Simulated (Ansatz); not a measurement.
This Rb3AlAs2 structure is the end of a relaxation. The cell was found from a structure generator's guess, not taken from experiment.

Level of theory: DFT PBE, scalar-relativistic, plane waves, PAW (Ansatz 0.2.0). Cutoff 420 eV, Γ-centred mesh, Gaussian smearing, no spin polarisation.

```cif
data_structure
_symmetry_space_group_name_H-M 'P 1'
_symmetry_Int_Tables_number 1
_cell_length_a 6.4234
_cell_length_b 6.4234
_cell_length_c 10.9383
_cell_angle_alpha 90.000
_cell_angle_beta 90.000
_cell_angle_gamma 120.000
_cell_volume 390.85
loop_
_atom_site_label
_atom_site_type_symbol
_atom_site_fract_x
_atom_site_fract_y
_atom_site_fract_z
_atom_site_occupancy
Rb1 Rb 0.33333 0.66667 0.50000 1
Rb2 Rb 0.66667 0.33333 0.50000 1
Rb3 Rb 0.00000 0.00000 0.00000 1
Al1 Al 0.00000 0.00000 0.50000 1
As1 As 0.00000 0.00000 0.70480 1
As2 As 0.00000 0.00000 0.29520 1
```

Energies over the elements count from the elements' standard structures at the same level, with no fitted energy shifts.

Question: Find its symmetry and describe it.

Answer: P6/mmm (No. 191). Conventional cell: a = 6.423 Å, c = 10.938 Å. Rb on a site of symmetry -6m2 has 3 Al at 3.71 Å, 3 Rb at 3.71 Å and 6 As at 4.33 Å; around Rb on a site of symmetry 6/mmm lie 2 As at 3.23 Å, 2 Al at 5.47 Å and 18 Rb at 6.42–6.61 Å; Al has 2 As at 2.24 Å and 6 Rb at 3.71 Å; As has 1 Al at 2.24 Å, 1 Rb at 3.23 Å and 6 Rb at 4.33 Å.

Question: How far does it lie from the elements in energy?

Answer: −0.119 eV/atom. It lies below the elements, which doesn't yet make it stable against other compounds or structures.

Question: Is it a metal?

Answer: No, the gap on the 6×6×4 mesh is 0.67 eV.

The last run used a 6×6×4 mesh (in the run's order of axes) for its 6-atom cell and Gaussian smearing of 0.02 eV. Kohn–Sham gaps at this level usually fall short of measured ones. The reference form of As is held partly by dispersion forces, which this level lacks. A structure relaxed within its symmetry needn't be a true minimum.
